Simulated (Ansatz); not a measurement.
MnV:
```cif
data_MnV
_chemical_formula_sum 'Mn1 V1'
_space_group_name_H-M_alt 'Pm-3m'
_space_group_IT_number 221
_space_group_name_Hall '-P 4 2 3'
_cell_length_a 2.85370
_cell_length_b 2.85370
_cell_length_c 2.85370
_cell_angle_alpha 90.000
_cell_angle_beta 90.000
_cell_angle_gamma 90.000
loop_
_atom_site_label
_atom_site_type_symbol
_atom_site_symmetry_multiplicity
_atom_site_Wyckoff_symbol
_atom_site_fract_x
_atom_site_fract_y
_atom_site_fract_z
_atom_site_occupancy
Mn1 Mn 1 a 0.00000 0.00000 0.00000 1
V1 V 1 b 0.50000 0.50000 0.50000 1
```

Relaxed with r²SCAN.

Which orbitals make up the states near the Fermi level in plane-wave PAW r²SCAN (Ansatz code)?

Within 0.5 eV of the Fermi level: Mn 3d 53 %, V 3d 32 %, outside the projected shells 9 %. Projections are on Löwdin-orthogonalised atomic valence shells; empty p or d shells of many metals are not among them.

Tabulate the density of states.

States/eV per cell of 2 atoms, in 0.25 eV bins, energy from the Fermi level.

```tsv
E (eV)	total	Mn 3d	V 3d	V 4s
-7.85	0.08	0.00	0.00	0.04
-7.60	0.10	0.00	0.00	0.05
-7.35	0.12	0.00	0.00	0.06
-7.10	0.14	0.00	0.00	0.07
-6.85	0.16	0.00	0.00	0.08
-6.60	0.19	0.00	0.00	0.09
-6.35	0.21	0.01	0.01	0.10
-6.10	0.24	0.01	0.01	0.11
-5.85	0.27	0.01	0.01	0.12
-5.60	0.31	0.02	0.02	0.13
-5.35	0.36	0.03	0.03	0.14
-5.10	0.43	0.05	0.05	0.15
-4.85	0.54	0.08	0.09	0.17
-4.60	1.08	0.26	0.34	0.19
-4.35	1.37	0.42	0.45	0.18
-4.10	1.67	0.65	0.59	0.16
-3.85	2.04	0.84	0.78	0.23
-3.60	2.61	1.16	1.02	0.21
-3.35	2.82	1.35	1.11	0.16
-3.10	1.81	0.96	0.69	0.07
-2.85	1.12	0.62	0.43	0.02
-2.60	2.65	1.56	1.00	0.01
-2.35	4.69	2.74	1.79	0.01
-2.10	3.46	2.06	1.23	0.03
-1.85	3.39	1.98	1.16	0.05
-1.60	3.63	2.02	1.24	0.10
-1.35	4.62	2.62	1.46	0.20
-1.10	3.35	2.06	0.93	0.12
-0.85	1.37	0.76	0.36	0.07
-0.60	1.30	0.80	0.29	0.05
-0.35	1.37	0.99	0.21	0.04
-0.10	0.51	0.22	0.16	0.03
0.15	0.51	0.20	0.20	0.02
0.40	0.89	0.29	0.52	0.01
0.65	1.87	0.61	1.19	0.02
0.90	3.33	1.09	2.16	0.03
1.15	5.31	2.39	2.85	0.03
1.40	5.61	3.19	2.34	0.01
1.65	4.89	2.28	2.47	0.02
1.90	2.97	1.10	1.71	0.02
2.15	2.37	0.77	1.37	0.02
2.40	3.30	0.85	2.27	0.03
2.65	4.06	0.86	3.07	0.03
2.90	1.76	0.52	1.12	0.03
3.15	0.58	0.17	0.29	0.03
3.40	0.42	0.11	0.19	0.04
3.65	0.43	0.09	0.19	0.05
3.90	0.81	0.08	0.37	0.20
4.15	0.70	0.08	0.28	0.17
4.40	0.65	0.07	0.22	0.15
4.65	0.61	0.07	0.18	0.14
```

The first step of the workflow began from a Materials Project structure, measured or hypothetical; the Crystallography Open Database files this formula in space group No. 221, but the cells were not matched. Its standing as an ambient phase is unchecked. The r²SCAN relaxation kept the symmetry of its start; whether a distortion lowers the energy is not shown. The run is not spin-polarised.

Potentials: the later of the program's two PAW sets.
